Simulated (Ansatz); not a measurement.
The elements of this relaxed trial crystal are hidden behind letters.

```
lattice vectors (Å)
   4.0763    0.0000    0.0000
   0.0000    4.0763    0.0000
   0.0000    0.0000    6.6507
fractional positions
X 0.5000 0.5000 0.0000
Z 0.5000 0.5000 0.4084
Z 0.5000 0.5000 0.5916
Z 0.0000 0.5000 0.8505
Z 0.5000 0.0000 0.1495
```

Method: DFT PBE, scalar-relativistic, plane waves, PAW in Ansatz 0.2.0. The final run on the 5-atom cell used 420 eV, a Γ-centred 10×10×6 mesh, 0.10 eV smearing and no spin polarisation.

- Space group: P-4m2 (No. 115)
- Conventional cell: a = 4.076 Å, c = 6.651 Å
- Volume per atom: 22.10 Å³
- Density: 3.05 g/cm³
- Formation energy: −1.09 eV/atom
- Gap on the 10×10×6 mesh of the 5-atom cell: 0 eV (a metal)

Energies are uncorrected and count from the elements' standard states at the same level.

Q: X is a lanthanide and Z is a p-block element of period 2. Which elements are they?

A: X = La, Z = O, so the formula is LaO4. Density times volume gives a mean mass of 3.05 × 22.10/1.6605 = 40.6 u per atom, and this set has 40.6 u. La is surrounded by 4 O at 2.27 Å and 2 O at 2.72 Å; O on its first site has 1 O at 1.22 Å, 2 O at 2.67 Å and 1 La at 2.72 Å; O on its second site is surrounded by 2 La at 2.27 Å and 2 O at 2.67 Å. Other sets within the hints have nearly the same mass, so mass alone doesn't settle it; this one was computed.

An odd number of electrons in the primitive cell allows no gap without spin; a larger cell or a magnetic state could open one. The cell is a metal run without spin; a magnetic state may lie lower. A structure relaxed within its symmetry needn't be a true minimum. Another cell of LaO4 relaxed alike, in P6/mmm, lies 159 meV/atom lower, so this cell isn't the stable form at this level.
